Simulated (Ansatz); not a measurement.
Space group Pmmn:1 (No. 59). a = 3.487 Å, b = 4.661 Å, c = 8.372 Å, α = 90.00°, β = 90.00°, γ = 90.00°
```json
{"atom": "Cr", "site": "2b", "symmetry": "mm2", "x": "0.5000", "y": "0.0000", "z": "0.8784"}
{"atom": "S", "site": "2a", "symmetry": "mm2", "x": "0.5000", "y": "0.5000", "z": "0.9326"}
{"atom": "Br", "site": "2a", "symmetry": "mm2", "x": "0.0000", "y": "0.0000", "z": "0.6665"}
```

Equation of state of this CrSBr structure (not necessarily the ground state), with shape and atoms relaxed at each volume where symmetry leaves them free. All numbers below come from DFT PBEsol, scalar-relativistic, plane waves, PAW in Ansatz.

Cutoff 420 eV; k points 10×8×4 on the computed 6-atom cell (Γ-centred); Gaussian smearing, width 0.01 eV; collinear spin.

```tsv
V (Å³/atom)	E − E(largest V) (meV/atom)	P (GPa)	gap on mesh (eV)
21.318	2.05	0.90	0.24
21.998	-0.45	0.33	0.27
22.678	-1.07	0.00	0.30
23.359	-0.72	-0.15	0.33
24.039	0.00	-0.19	0.35
```

**Question.** Fit a third-order Birch–Murnaghan equation to E(V).

**Answer.** V0 = 22.68 Å³/atom, B0 = 8 GPa, B0' = 24.5. B0' is unusual or poorly fixed by this range.

Moments started parallel, and an antiferromagnetic order may lie lower. The cell holds layers, and where no dispersion correction was added their binding is poorly described.

Cost: 5 runs of about 22 core-minutes in all, on Arm Neoverse V2 (shared hosts).